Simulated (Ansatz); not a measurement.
# Data sheet: W (DFT)

W:
Space group P6₃/mmc (No. 194); a = 2.7522 Å, b = 2.7522 Å, c = 4.8887 Å, α = 90.00°, β = 90.00°, γ = 120.00°

```
atom  site  symmetry       x       y       z
----  ----  --------  ------  ------  ------
W       2d      -6m2  0.6667  0.3333  0.2500
```

Space group P6_3/mmc (No. 194), hcp (Mg type); conventional cell a = b = 2.752 Å, c = 4.889 Å, α = β = 90.00°, γ = 120.00°.

Method: plane-wave PAW PBEsol (Ansatz code). The cell and atoms are relaxed at this level. Other levels are named where they apply.

### Cell and energy

- Volume per atom: 16.03 Å³
- Density: 19.04 g/cm³

### Electronic structure

- Electronic character = metallic (no gap)
- Density of states at the Fermi level = 1.00 states/eV per atom (mean over ±0.08 eV)
- Gap with spin–orbit coupling = none (metallic)

### Mechanics

- Bulk modulus (Birch–Murnaghan fit): 2910 kbar
- Pressure derivative B′: 4.2

### Phonons

* **Highest zone-centre frequency**: 215 cm⁻¹
* **Zone-centre stability**: no imaginary mode at Γ

The start of the workflow was typed in or built on a structure type; the Crystallography Open Database copy checked does not list it. It is not the phase usual at ambient conditions (space group No. 229). The cell was relaxed with PBEsol under the symmetry of its start. No spin polarisation was allowed. As this level gives no gap, phonon frequencies hold no LO–TO term and depend on the k-mesh and smearing (Fermi–Dirac, 0.1 eV here). Axis ratios of metals converge slowly with the k-mesh, so a and c are less sure than the volume. On the denser mesh and wider smearing of the elastic run this cell carries a stress of 0.3 GPa. Spin–orbit coupling is left out wherever it is not named.

Potentials: the later of the program's two PAW sets.
